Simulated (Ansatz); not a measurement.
CoW$_{3}$: energy along a strain

CoW$_{3}$, Pm-3m, a = 3.858 Å. The structure is a Materials Project entry; whether it is the stable form wasn't checked. Ansatz: PBEsol, PAW, 420 eV, Γ-centred 12×12×12 mesh on 4 atoms, Gaussian smearing 0.15 eV; no spin polarisation. Cell vectors (Å): 3.858 0.000 0.000; 0.000 3.858 0.000; 0.000 0.000 3.858. The cell is strained by x per cent times the pattern (0 0 0 1 0 0) in the order xx yy zz yz xz xy (engineering shears), with fractional coordinates held. y is the free energy over the start, V0 = 14.359 Å³/atom. Symmetry makes y even in x.

| x (%) | y (meV/atom) |
| --- | --- |
| -4.00 | ? |
| -2.00 | 2.35 |
| 0.00 | 0.00 |
| 0.50 | 0.15 |
| 1.00 | 0.59 |
| 1.50 | 1.32 |
| 2.50 | 3.66 |
| 3.00 | 5.27 |
| 3.50 | 7.16 |

Problem. Fit y = c2 x² + c4 x⁴ to the other rows, get the stiffness along the pattern, and predict the missing energy.

Solution. Least squares on the rows shown. y = 0.5879 x² − 0.0002802 x⁴. The clamped-ion stiffness p·C·p = 2 × 5.879 eV × 160.2 / 14.359 Å³ = 131 GPa, which is C44 in these axes. At x = -4.00 the fit asked for gives 9.33 meV/atom. The run gave 9.35 meV/atom, so the fit is 0.02 meV/atom too low, a small miss on the scale of the series.

Spin–orbit coupling is left out, which can shift energies with elements as heavy as these.

Cost: 9 runs of about 2.2 core-minutes in all, on Intel Xeon 6975P-C (Granite Rapids) (shared hosts).